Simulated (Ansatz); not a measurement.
Task: Each is relaxed and computed with DFT-r²SCAN in the program Ansatz with PAW potentials. Which is the only one with a gap?
A) Tb2C, R-3m (Tb on 6c, C on 3a)
B) LiGdSe2, R-3m (Li on 3b, Gd on 3a, Se on 6c)
C) GdGe, Cmcm (Gd on 4c, Ge on 4c)
D) GdSi2Ni2, I4/mmm (Gd on 2a, Si on 4e, Ni on 4d)

Result: B, LiGdSe2, R-3m (Li on 3b, Gd on 3a, Se on 6c). LiGdSe2: gap 1.58 eV (indirect); GdSi2Ni2: metal; GdGe: metal; Tb2C: metal. Caveat: open 4f shells can settle in a state that is not the lowest. Spin orders computed, not proven ground states: LiGdSe2, R-3m (Li on 3b, Gd on 3a, Se on 6c) ferromagnetic; GdSi2Ni2, I4/mmm (Gd on 2a, Si on 4e, Ni on 4d) ferromagnetic; GdGe, Cmcm (Gd on 4c, Ge on 4c) ferromagnetic; Tb2C, R-3m (Tb on 6c, C on 3a) ferromagnetic. Standing as an ambient phase not checked: LiGdSe2, R-3m (Li on 3b, Gd on 3a, Se on 6c); GdSi2Ni2, I4/mmm (Gd on 2a, Si on 4e, Ni on 4d); GdGe, Cmcm (Gd on 4c, Ge on 4c); Tb2C, R-3m (Tb on 6c, C on 3a). Perhaps ordered models of mixed-site phases: LiGdSe2, R-3m (Li on 3b, Gd on 3a, Se on 6c). All cells were relaxed under the symmetry of their starts (and spin orders); stability against distortions was not tested throughout. No Hubbard U is applied. Spin–orbit coupling is left out wherever it is not named.

Potentials: the later of the program's two PAW sets.
